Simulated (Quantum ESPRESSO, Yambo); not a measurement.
Levels of theory for the gap of MoS₂

MoS$_{2}$ (space group P6_3/mmc, No. 194): one geometry, one set of PBEsol (Quantum ESPRESSO, PseudoDojo norm-conserving, 80 Ry, with spin-orbit coupling) orbitals, self-energies from Yambo (6×6×1 Γ-centred k mesh, bands 5 to 350 and a 7 Ry block in the screening, 350 bands in G with the Bruneval-Gonze terminator, plasmon pole fitted at 27.2 eV).

Cell and atoms were relaxed with PBE+D3(BJ) from Materials Project entry mp-2815, within its symmetry.

```csv
level,"gap Γ → (0.167, 0.167, 0) (eV)",direct gap at K (eV),rough Yambo cost
PBEsol (Quantum ESPRESSO),0.74,1.67,–
exchange only (Hartree-Fock self-energy on PBEsol orbitals),5.30,6.34,about 1/20 (11 states)
static COHSEX@PBEsol,1.33,2.30,within a factor of two (4 states)
"G0W0@PBEsol, plasmon pole",1.11,2.11,1 (11 states)
```

Bare exchange has no screening and gives the widest gap; static COHSEX screens it but leaves out the frequency dependence, which G0W0 restores.

Costs are rough ratios of core time on shared machines.

Nearest settings tried, and what they do to the gap: 2 Ry block (53 vectors against 241): -89 meV. Not varied: bands in G, bands in W, mesh. So the settings aren't converged at that level.
